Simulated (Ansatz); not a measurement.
Data:

Li₆SI₂O:
```xyz
10
Lattice="0.0000 4.4122 4.4122 4.4122 0.0000 4.4122 4.4122 4.4122 0.0000" Properties=species:S:1:pos:R:3 pbc="T T T"
Li     6.3897     4.4122     4.4122
Li     2.4348     4.4122     4.4122
Li     4.4122     6.3897     4.4122
Li     4.4122     2.4348     4.4122
Li     4.4122     4.4122     6.3897
Li     4.4122     4.4122     2.4348
I      2.2061     2.2061     2.2061
I      6.6183     6.6183     6.6183
S      0.0000     0.0000     0.0000
O      4.4122     4.4122     4.4122
```

This is the r²SCAN-relaxed structure.

Q: All from r²SCAN (plane waves, PAW; program Ansatz), unless another level is named. Give the electron effective mass with spin–orbit coupling.

A: 0.18, 0.62, 0.62 mₑ (principal values).

Q: Next, the hole effective mass with spin–orbit coupling?

A: 0.83, 0.98, 0.98 mₑ (principal values).

Q: Predict the HSE06 gap on the r²SCAN cell.

A: 4.60 eV.

Q: Predict the weight of the valence-edge state by species (Voronoi cells).

A: S 52 %, I 20 %, Li 18 %, O 10 %.

Q: And the valence-band maximum?

A: at X.

Space group Fm-3m. The start of the workflow was typed in or built on a structure type; neither database checked (COD, Materials Project) lists it. Its standing as an ambient phase is unchecked. The cell was relaxed with r²SCAN under the symmetry of its start; whether a distortion lowers the energy is not shown. The volume moved by 21 % from the start of the relaxation. Spin–orbit coupling is left out wherever it is not named.

Potentials: the later of the program's two PAW sets.
